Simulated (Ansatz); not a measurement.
The start is a generated trial cell of CuI in the zincblende structure type. A full variable-cell relaxation at zero pressure is run with PBE (plane waves to 420 eV, PAW, scalar-relativistic; Ansatz, a first-principles code). The first steps use a coarse 7×7×7 k-mesh.

Starting cell:
```
CuI
1.0
    0.00000     3.11802     3.11802
    3.11802     0.00000     3.11802
    3.11802     3.11802     0.00000
I Cu
1 1
Direct
  0.75000   0.75000   0.75000
  0.00000   0.00000   0.00000
```

How large is the pressure on the unrelaxed cell, and of which sign?

-2.5 GPa (negative: the cell is under tension).

How much energy is released per atom?

19 meV/atom.

How does the volume change?

-7.4 %, from 30.31 to 28.06 Å³/atom.

How do the shortest distances between atoms change?

The closest pairs of elements (up to four, under 3.6 Å), start → end: Cu–I 2.70 → 2.63 Å.

What does it relax into? Give the structure.


```cif
data_Cu4I4
_chemical_formula_sum 'I4 Cu4'
_space_group_name_H-M_alt 'F-43m'
_space_group_IT_number 216
_space_group_name_Hall 'F -4 2 3'
_cell_length_a 6.07781
_cell_length_b 6.07781
_cell_length_c 6.07781
_cell_angle_alpha 90.000
_cell_angle_beta 90.000
_cell_angle_gamma 90.000
loop_
_atom_site_label
_atom_site_type_symbol
_atom_site_symmetry_multiplicity
_atom_site_Wyckoff_symbol
_atom_site_fract_x
_atom_site_fract_y
_atom_site_fract_z
_atom_site_occupancy
I1 I 4 c 0.25000 0.25000 0.25000 1
Cu1 Cu 4 a 0.00000 0.00000 0.00000 1
```
(The calculation used a cell of 2 atoms; values per cell refer to that cell.)

The space group stays F-43m (No. 216) (the run could not lower it); the end is zinc blende type, with 2 atoms in the primitive cell. Final values are on a 9×9×9 k-mesh of the relaxed cell. No spin polarisation in the result.

The run could not lose the symmetry of its start; a randomly shaken copy of 2 atoms returns to this structure.

All atoms sit on sites fixed by symmetry, so only the cell could relax.
